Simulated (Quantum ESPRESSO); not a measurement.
Inputs of pw.x and gipaw.x (a modified build of Quantum ESPRESSO, PBE) for SrO; the starting potential comes from an earlier run on another mesh:

```
&CONTROL
  calculation = 'scf'
  prefix = 'x'
  pseudo_dir = './pseudo'
  outdir = './out'
  tprnfor = .true.
/
&SYSTEM
  ibrav = 0
  nat = 2
  ntyp = 2
  ecutwfc = 45
  ecutrho = 180
  occupations = 'fixed'
  nbnd = 8
/
&ELECTRONS
  conv_thr = 1e-11
  startingpot = 'file'
/
ATOMIC_SPECIES
Sr 87.620 Sr.GGA_PBE-JTH.UPF
O 15.999 O.GGA_PBE-JTH.UPF
CELL_PARAMETERS angstrom
    0.000000000000     2.580660000000     2.580660000000
    2.580660000000     0.000000000000     2.580660000000
    2.580660000000     2.580660000000     0.000000000000
ATOMIC_POSITIONS crystal
Sr     0.000000000000     0.000000000000     0.000000000000
O      0.500000000000     0.500000000000     0.500000000000
K_POINTS automatic
6 6 6 1 1 1
```

```
&INPUTGIPAW
  job = 'nmr'
  prefix = 'x'
  tmp_dir = './out/'
  restart_mode = 'from_scratch'
  pawproj(1) = .true.
  pawproj(2) = .true.
  use_nmr_macroscopic_shape = .false.
/
```

The cell was made here from an entry of the Crystallography Open Database (unchecked): atoms relaxed with PBE in the measured cell (PBE without dispersion, pw.x of Quantum ESPRESSO, symmetry kept).  Stability against distortions was not tested.

Task: Predict the shielding tensors that the run ends with.

Result: 
```
     Total NMR chemical shifts in ppm: ---------------------------------------
     (adopting the Simpson convention for anisotropy and asymmetry)-----------

     Atom  1  Sr  pos: (  0.000000  0.000000  0.000000)  Total sigma:        2620.03
          2620.0294          0.0000          0.0000
             0.0000       2620.0294         -0.0000
             0.0000          0.0000       2620.0294

     Sr      1    anisotropy:      0.00    eta:    0.0000
     Sr      1    sigma_11=   2620.03
     Sr      1    sigma_22=   2620.03
     Sr      1    sigma_33=   2620.03

     Atom  2  O   pos: (  0.707107  0.707107  0.707107)  Total sigma:        -217.17
          -217.1710         -0.0000         -0.0000
            -0.0000       -217.1710         -0.0000
            -0.0000         -0.0000       -217.1710

     O       2    anisotropy:     -0.00    eta:    0.0000
     O       2    sigma_11=   -217.17
     O       2    sigma_22=   -217.17
     O       2    sigma_33=   -217.17
```
The printed anisotropy is 3/2 (σ_33 − σ_iso) in the program's own order; the axes are left out here. All sites are cubic, so the anisotropy vanishes by symmetry. Shieldings are absolute and leave out the bulk-susceptibility term; a larger σ means a smaller chemical shift. By our sweeps, such settings leave a few ppm in absolute σ on light atoms and up to some 20 ppm from Zn on. No spin–orbit coupling; Sr is the heaviest element present. Static lattice: thermal averaging is not included.
